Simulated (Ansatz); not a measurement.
SiNi:
Space group Pnma (No. 62); a = 5.0853 Å, b = 3.3640 Å, c = 5.5196 Å, α = 90.00°, β = 90.00°, γ = 90.00°

```
atom  site  symmetry       x       y       z
----  ----  --------  ------  ------  ------
Si      4c       .m.  0.1789  0.2500  0.4128
Ni      4c       .m.  0.0094  0.2500  0.8126
```

Relaxed at zero pressure with PBEsol in the plane-wave PAW code Ansatz.

Problem. The volume is raised by 9 % and shape and atoms relax at that volume. What pressure results, and how do the axes share the change?

Solution. -13.0 GPa; a 2.6 %, b 2.3 %, c 3.8 %; the energy rises by 47 meV/atom.

Problem. Give the new structure.

Solution. 
Space group Pnma (No. 62); a = 5.220 Å, b = 3.443 Å, c = 5.727 Å, α = β = γ = 90.00°

```csv
atom,site,symmetry,x,y,z
Si,4c,.m.,0.1835,0.2500,0.4158
Ni,4c,.m.,0.0056,0.2500,0.8077
```

The phase is kept; no other phase was compared at this pressure.

Symmetry was held in the PBEsol relaxation; of distortions, only those at the zone centre were tested. No spin polarisation was allowed.

Potentials: the earlier of the program's two PAW sets.
